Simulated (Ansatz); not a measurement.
AlN in space group P6_3mc (No. 186; Pearson symbol hP12), the program Ansatz at the PBE level (PAW), all energies at zero smearing, with the estimated change up to a 700 eV cutoff added, with one set of potentials and settings (totals compare only within such a set). Cell of 12 atoms (6 Al, 6 N): -5545.378 eV.

```
element             reference phase  E (eV/atom)
-------  --------------------------  -----------
Al       Fm-3m, 1 atoms in the cell    -537.5049
N         Pa-3, 8 atoms in the cell    -384.0325
```

Formation energy per atom, worked out: (-5545.378 − 6×(-537.5049) − 6×(-384.0325))/12 = -1.346 eV/atom (-130 kJ per mol of atoms), at 0 K, without zero-point energy or fitted corrections.

The cell is a constructed one: a structure type filled with these elements. Its sites differ from those of the usual phase in this space group: another stacking or structure type. Symmetry was held in the PBE relaxation; phonons on a q-mesh show no instability. The references are the lowest solids computed at this level, not always the standard phases (solids in place of the gases).

Potentials: the later of the program's two PAW sets.
